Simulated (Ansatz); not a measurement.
Cu:
```cif
data_Cu
_chemical_formula_sum 'Cu1'
_space_group_name_H-M_alt 'P 1'
_space_group_IT_number 1
_cell_length_a 2.40677
_cell_length_b 2.40677
_cell_length_c 2.40677
_cell_angle_alpha 90.000
_cell_angle_beta 90.000
_cell_angle_gamma 90.000
loop_
_space_group_symop_operation_xyz
  'x, y, z'
loop_
_atom_site_label
_atom_site_type_symbol
_atom_site_fract_x
_atom_site_fract_y
_atom_site_fract_z
_atom_site_occupancy
Cu1 Cu 0.00000 0.00000 0.00000 1
```

Relaxed with PBE.

Question: Which orbitals make up the states near the Fermi level in PBE (plane waves, PAW; program Ansatz)?

Answer: Within 0.5 eV of the Fermi level: Cu 4s 48 %, Cu 3d 26 %, outside the projected shells 27 %. Projections are on Löwdin-orthogonalised atomic valence shells; empty p or d shells of many metals are not among them.

Question: Tabulate the density of states.

Answer: States/eV per cell of 1 atom, in 0.25 eV bins, energy from the Fermi level.

| E (eV) | total | Cu 3d | Cu 4s |
|---|---|---|---|
| -7.85 | 0.03 | 0.00 | 0.03 |
| -7.60 | 0.06 | 0.00 | 0.05 |
| -7.35 | 0.07 | 0.00 | 0.07 |
| -7.10 | 0.09 | 0.00 | 0.09 |
| -6.85 | 0.10 | 0.00 | 0.10 |
| -6.60 | 0.12 | 0.00 | 0.11 |
| -6.35 | 0.13 | 0.00 | 0.12 |
| -6.10 | 0.14 | 0.01 | 0.14 |
| -5.85 | 0.16 | 0.01 | 0.15 |
| -5.60 | 0.18 | 0.02 | 0.16 |
| -5.35 | 0.20 | 0.03 | 0.17 |
| -5.10 | 0.23 | 0.04 | 0.18 |
| -4.85 | 0.26 | 0.06 | 0.20 |
| -4.60 | 0.32 | 0.10 | 0.21 |
| -4.35 | 0.41 | 0.17 | 0.23 |
| -4.10 | 0.73 | 0.46 | 0.26 |
| -3.85 | 1.80 | 1.51 | 0.27 |
| -3.60 | 2.99 | 2.77 | 0.19 |
| -3.35 | 3.57 | 3.48 | 0.07 |
| -3.10 | 3.25 | 3.17 | 0.06 |
| -2.85 | 3.30 | 3.19 | 0.07 |
| -2.60 | 3.19 | 3.06 | 0.07 |
| -2.35 | 2.23 | 2.17 | 0.03 |
| -2.10 | 3.55 | 3.50 | 0.03 |
| -1.85 | 4.19 | 4.12 | 0.06 |
| -1.60 | 5.12 | 4.97 | 0.13 |
| -1.35 | 4.07 | 3.89 | 0.15 |
| -1.10 | 1.42 | 1.23 | 0.14 |
| -0.85 | 1.06 | 0.86 | 0.14 |
| -0.60 | 0.45 | 0.25 | 0.14 |
| -0.35 | 0.30 | 0.09 | 0.14 |
| -0.10 | 0.28 | 0.08 | 0.14 |
| 0.15 | 0.27 | 0.06 | 0.13 |
| 0.40 | 0.26 | 0.05 | 0.13 |
| 0.65 | 0.25 | 0.04 | 0.13 |
| 0.90 | 0.24 | 0.04 | 0.12 |
| 1.15 | 0.23 | 0.03 | 0.12 |
| 1.40 | 0.22 | 0.02 | 0.11 |
| 1.65 | 0.21 | 0.02 | 0.11 |
| 1.90 | 0.20 | 0.02 | 0.10 |
| 2.15 | 0.27 | 0.04 | 0.15 |
| 2.40 | 0.33 | 0.05 | 0.18 |
| 2.65 | 0.34 | 0.04 | 0.18 |
| 2.90 | 0.34 | 0.04 | 0.17 |
| 3.15 | 0.35 | 0.03 | 0.17 |
| 3.40 | 0.35 | 0.03 | 0.16 |
| 3.65 | 0.36 | 0.02 | 0.14 |
| 3.90 | 0.36 | 0.02 | 0.13 |
| 4.15 | 0.38 | 0.02 | 0.11 |
| 4.40 | 0.40 | 0.02 | 0.10 |
| 4.65 | 0.39 | 0.01 | 0.08 |

Space group Pm-3m (simple cubic). The start of the workflow was typed in or built on a structure type; neither database checked (COD, Materials Project) lists it. It is not the phase usual at ambient conditions (space group No. 225). Symmetry was held in the PBE relaxation; whether a distortion lowers the energy is not shown. The run is not spin-polarised.

Potentials: the later of the program's two PAW sets.
